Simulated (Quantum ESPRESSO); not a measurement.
# Band energies of K2TiF6

```
CELL_PARAMETERS angstrom
      5.68506     0.00000     0.00000
     -2.84253     4.92341     0.00000
      0.00000     0.00000     4.59016
ATOMIC_POSITIONS crystal
  F  0.31684 0.15842 0.77230
  F  0.68316 0.84158 0.22770
  F  0.84158 0.15842 0.77230
  F  0.15842 0.84158 0.22770
  F  0.84158 0.68316 0.77230
  F  0.15842 0.31684 0.22770
  K  0.33333 0.66667 0.69779
  K  0.66667 0.33333 0.30221
  Ti 0.00000 0.00000 0.00000
```

PBEsol (pw.x of Quantum ESPRESSO, ONCV potentials, no spin-orbit coupling); path ΓMKΓALHA,LM,KH; energies in eV from the valence-band maximum.

| k (1/Å) | point | band 32 | band 33 | band 34 | band 35 | band 36 | band 37 | band 38 | band 39 |
|---|---|---|---|---|---|---|---|---|---|
| 0.00 | Γ | -0.34 | -0.18 | -0.09 | -0.09 | -0.01 | 4.97 | 5.03 | 5.03 |
| 0.43 |  | -0.42 | -0.25 | -0.19 | -0.18 | -0.08 | 5.00 | 5.07 | 5.12 |
| 0.64 | M | -0.44 | -0.33 | -0.26 | -0.17 | -0.08 | 5.01 | 5.08 | 5.15 |
| 0.64 | K | -0.81 | -0.22 | -0.22 | -0.22 | -0.17 | 5.05 | 5.11 | 5.11 |
| 1.19 |  | -0.37 | -0.18 | -0.13 | -0.09 | -0.04 | 4.98 | 5.03 | 5.05 |
| 1.37 | Γ | -0.34 | -0.18 | -0.09 | -0.09 | -0.01 | 4.97 | 5.03 | 5.03 |
| 1.55 |  | -0.35 | -0.30 | -0.06 | -0.06 | -0.03 | 4.98 | 5.02 | 5.02 |
| 2.06 | A | -0.36 | -0.36 | -0.19 | -0.04 | -0.04 | 5.02 | 5.02 | 5.04 |
| 2.48 |  | -0.43 | -0.42 | -0.24 | -0.20 | -0.04 | 5.00 | 5.07 | 5.12 |
| 2.70 | L | -0.45 | -0.42 | -0.28 | -0.25 | -0.05 | 4.99 | 5.09 | 5.14 |
| 3.07 | H | -0.45 | -0.40 | -0.40 | -0.14 | -0.14 | 5.05 | 5.05 | 5.15 |
| 3.36 |  | -0.43 | -0.42 | -0.27 | -0.17 | -0.06 | 5.02 | 5.06 | 5.12 |
| 3.80 | A | -0.36 | -0.36 | -0.19 | -0.04 | -0.04 | 5.02 | 5.02 | 5.04 |
| 3.80 | L | -0.45 | -0.42 | -0.28 | -0.25 | -0.05 | 4.99 | 5.09 | 5.14 |
| 3.97 |  | -0.50 | -0.40 | -0.35 | -0.23 | -0.02 | 5.00 | 5.10 | 5.13 |
| 4.49 | M | -0.44 | -0.33 | -0.26 | -0.17 | -0.08 | 5.01 | 5.08 | 5.15 |
| 4.49 | K | -0.81 | -0.22 | -0.22 | -0.22 | -0.17 | 5.05 | 5.11 | 5.11 |
| 4.66 |  | -0.81 | -0.26 | -0.24 | -0.18 | -0.18 | 5.06 | 5.11 | 5.11 |
| 5.17 | H | -0.45 | -0.40 | -0.40 | -0.14 | -0.14 | 5.05 | 5.05 | 5.15 |

The PBEsol gap is 4.97 eV; at least one edge lies off the plotted path, at a point of the SCF mesh. The smallest direct gap is 4.98 eV. Another valence extremum on the path lies within 0.02 eV, too close to call.

Geometry of the Materials Project entry, not relaxed at this level.
